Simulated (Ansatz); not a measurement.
BaCd₂P₂:
Space group P-3m1 (No. 164); a = b = 4.423 Å, c = 7.600 Å, α = β = 90.00°, γ = 120.00°

| atom | site | symmetry | x | y | z |
|---|---|---|---|---|---|
| Ba | 1a | -3m. | 0.0000 | 0.0000 | 0.0000 |
| Cd | 2d | 3m. | 0.6667 | 0.3333 | 0.3693 |
| P | 2d | 3m. | 0.3333 | 0.6667 | 0.2676 |

Relaxed with r²SCAN. r²SCAN (plane waves, PAW; program Ansatz) gives a gap of 1.12 eV.

**Question.** What gap does HSE06 give on the same cell (Ansatz, PAW)?

**Answer.** 1.49 eV, 0.37 eV more. The hybrid was solved on a coarser mesh and at special points; its gap is the smallest among all of these.

Cost on shared cores: the r²SCAN run (SCF on a 7×7×4 mesh, then bands and DOS) roughly 2.0 core-minutes, the HSE06 run (SCF on 4×4×2, then a few points) roughly 110 core-seconds; the tasks are unlike.

The workflow started from a Materials Project entry (that database holds measured and hypothetical structures alike); the Crystallography Open Database copy checked does not list it. Its standing as an ambient phase is unchecked. Symmetry was held in the r²SCAN relaxation; its stability against distortions is not shown here. Spin–orbit coupling is left out wherever it is not named.

Potentials: the later of the program's two PAW sets.
